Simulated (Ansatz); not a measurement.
Input and command of a plane-wave DFT calculation in Ansatz:

```yaml
crystal:
  lattice:
    - [5.4721979736, 0.0, 0.0]
    - [-1.8240659912, 5.1592377269, 0.0]
    - [0.0, 0.0, 23.2899309356]
  atoms:
    - { symbol: W, position: [0.25, 0.25, 0.3434960809] }
    - { symbol: W, position: [0.25, 0.75, 0.3434960809] }
    - { symbol: W, position: [0.75, 0.25, 0.3434960809] }
    - { symbol: W, position: [0.75, 0.75, 0.3434960809] }
    - { symbol: W, position: [0.5, 0.5, 0.4373327565] }
    - { symbol: W, position: [0.5, 0.0, 0.4373327565] }
    - { symbol: W, position: [0.0, 0.5, 0.4373327565] }
    - { symbol: W, position: [0.0, 0.0, 0.4373327565] }
    - { symbol: W, position: [0.75, 0.75, 0.5311402905] }
    - { symbol: W, position: [0.75, 0.25, 0.5311402905] }
    - { symbol: W, position: [0.25, 0.75, 0.5311402905] }
    - { symbol: W, position: [0.25, 0.25, 0.5311402905] }
    - { symbol: O, position: [0.3402180727, 0.2257109541, 0.6711965238] }
    - { symbol: H, position: [0.25, 0.25, 0.6359065951] }
    - { symbol: H, position: [0.4486947453, 0.1225889035, 0.6585773365] }
basis:
  ecutwfc: 420
kpoints:
  mp_grid: { grid: [4, 4, 1] }
hamiltonian:
  xc: pbe
  dispersion: d3bj
scf:
  occupations: { method: gaussian, width: 0.1 }
output:
  forces: true
  eigenvalues: true
relax:
  adjacent_minimum: "off"
  f_tol: 0.04
  max_steps: 100
  constraints: [{ sites: [0, 1, 2, 3] }]
efield:
  axis: 3
  dipole_correction: true
  ramp_width: 0.04
```

```bash
ansatz run input.yaml --threads 4 --pin off --max-ram 10240MiB --backend cpu --events-out ev --progress --plain --runs-dir out
```

Processor: Intel(R) Xeon(R) Platinum 8259CL CPU @ 2.50GHz (Skylake/Cascade Lake), 4 threads, on a host shared with other jobs.

Task: How long does it run, and how much memory does it take?

Result: About 12 min on 4 threads of Intel(R) Xeon(R) Platinum 8259CL CPU @ 2.50GHz (Skylake/Cascade Lake), with other jobs on the host, peak memory 1.9 GiB. It solves 106 bands at 10 k points (the mesh reduced by the symmetry that the task leaves, which can be less than the crystal's) with about 12849 plane waves, in 156 SCF iterations over 27 ionic steps.
